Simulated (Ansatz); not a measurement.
Given:

Y$_{2}$TiO$_{5}$:
```
Y2TiO5
1.0
   10.34136     0.00000     0.00000
    0.00000     3.68718     0.00000
    0.00000     0.00000    11.24142
Y Ti O
8 4 20
Direct
  0.63623   0.25000   0.94360
  0.36377   0.75000   0.05640
  0.86377   0.75000   0.44360
  0.13623   0.25000   0.55640
  0.61570   0.25000   0.27685
  0.38430   0.75000   0.72315
  0.88430   0.75000   0.77685
  0.11570   0.25000   0.22315
  0.67364   0.25000   0.61913
  0.32636   0.75000   0.38087
  0.82636   0.75000   0.11913
  0.17364   0.25000   0.88087
  0.76516   0.25000   0.11640
  0.23484   0.75000   0.88360
  0.73484   0.75000   0.61640
  0.26516   0.25000   0.38360
  0.00642   0.25000   0.84594
  0.99358   0.75000   0.15406
  0.49358   0.75000   0.34594
  0.50642   0.25000   0.65406
  0.75613   0.25000   0.77012
  0.24387   0.75000   0.22988
  0.74387   0.75000   0.27012
  0.25613   0.25000   0.72988
  0.50576   0.75000   0.89484
  0.49424   0.25000   0.10516
  0.99424   0.25000   0.39484
  0.00576   0.75000   0.60516
  0.77526   0.75000   0.95706
  0.22474   0.25000   0.04294
  0.72474   0.25000   0.45706
  0.27526   0.75000   0.54294
```

This is the r²SCAN-relaxed structure. x, y and z are the axes in which the lattice vectors are written.

Problem. All from r²SCAN in the plane-wave PAW code Ansatz, unless another level is named. Estimate the formation energy from the elements (no fitted shifts).

Solution. -3.73 eV/atom.

Problem. What about the valence-band maximum?

Solution. off the standard path, at k = (-0.057, 0.380, 0.000) in fractions of the reciprocal vectors.

Problem. Predict the conduction-band minimum.

Solution. at Γ.

Space group Pnma. The workflow started from a Materials Project entry (that database holds measured and hypothetical structures alike); the Crystallography Open Database copy checked does not list it. Its standing as an ambient phase is unchecked. Symmetry was held in the r²SCAN relaxation; whether a distortion lowers the energy is not shown. No spin polarisation was allowed. The references are the lowest solids computed at this level, not always the standard phases (solids in place of the gases). Spin–orbit coupling is left out wherever it is not named.

Potentials: the later of the program's two PAW sets.
